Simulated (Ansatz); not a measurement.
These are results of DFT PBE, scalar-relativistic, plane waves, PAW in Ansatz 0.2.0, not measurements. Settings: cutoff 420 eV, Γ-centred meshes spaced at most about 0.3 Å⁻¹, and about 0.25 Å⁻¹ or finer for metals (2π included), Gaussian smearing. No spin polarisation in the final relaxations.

All energies are static (0 K, no zero-point motion).

Compare these two cells of Si2I, each relaxed at this level.

A.

```yaml
crystal:
  lattice:
    - [0.00000, 3.99815, 3.99815]
    - [3.99815, 0.00000, 3.99815]
    - [3.99815, 3.99815, 0.00000]
  atoms:
    - { symbol: Si, position: [0.62500, 0.62500, 0.12500] }
    - { symbol: Si, position: [0.62500, 0.12500, 0.62500] }
    - { symbol: Si, position: [0.62500, 0.62500, 0.62500] }
    - { symbol: Si, position: [0.12500, 0.62500, 0.62500] }
    - { symbol: I, position: [0.25000, 0.25000, 0.25000] }
    - { symbol: I, position: [0.00000, 0.00000, 0.00000] }
```

B.

```yaml
crystal:
  lattice:
    - [5.44130, 0.00000, 0.00000]
    - [-2.72065, 4.71231, 0.00000]
    - [0.00000, 0.00000, 5.49498]
  atoms:
    - { symbol: Si, position: [0.33333, 0.66667, 0.75000] }
    - { symbol: Si, position: [0.66667, 0.33333, 0.25000] }
    - { symbol: Si, position: [0.00000, 0.00000, 0.00000] }
    - { symbol: Si, position: [0.00000, 0.00000, 0.50000] }
    - { symbol: I, position: [0.33333, 0.66667, 0.25000] }
    - { symbol: I, position: [0.66667, 0.33333, 0.75000] }
```

Question: Which is lower in energy, and by how much?

Answer: A is lower, by 224 meV/atom. A has space group Fd-3m (No. 227), 21.3 Å³/atom and no gap on its mesh; B has space group P6_3/mmc (No. 194), 23.5 Å³/atom and no gap. Counting I atoms around Si (those within 1.25 times the shortest such distance or 1.15 times the sum of covalent radii, 1.27 where that leaves under three; a plus sign parts nearer from farther groups; the shortest distance is added where it exceeds 1.18 times the sum of covalent radii; a slash parts the counts of unlike sites), A has Si 6 from 3.3 Å and B has Si 2+3/6 from 3.4 Å. The denser one is the lower, and pressure would at first widen the difference. Even the lower one lies +0.82 eV/atom against the reference forms of the elements (uncorrected), so neither is stable at this level. In A, around Si lie 6 Si at 2.83 Å and 6 I at 3.32 Å; I has 12 Si at 3.32 Å and 4 I at 3.46 Å. In B, around Si on a site of symmetry -6m2 lie 2 I at 2.75 Å, 3 I at 3.14 Å and 6 Si at 3.43 Å; Si on a site of symmetry -3m has 2 Si at 2.75 Å, 6 I at 3.43 Å and 6 Si at 3.43 Å; I has 2 Si at 2.75 Å, 3 Si at 3.14 Å and 6 Si at 3.43 Å. Both come from invented guesses. A third cell relaxed alike, in P4/nmm, lies 0.50 eV/atom below the lower of the two.

These runs have no spin–orbit coupling, which can matter for I. A magnetic state wasn't ruled out in cells without spin, among them Fd-3m, P6_3/mmc. Cells relaxed within their symmetry can be saddle points.
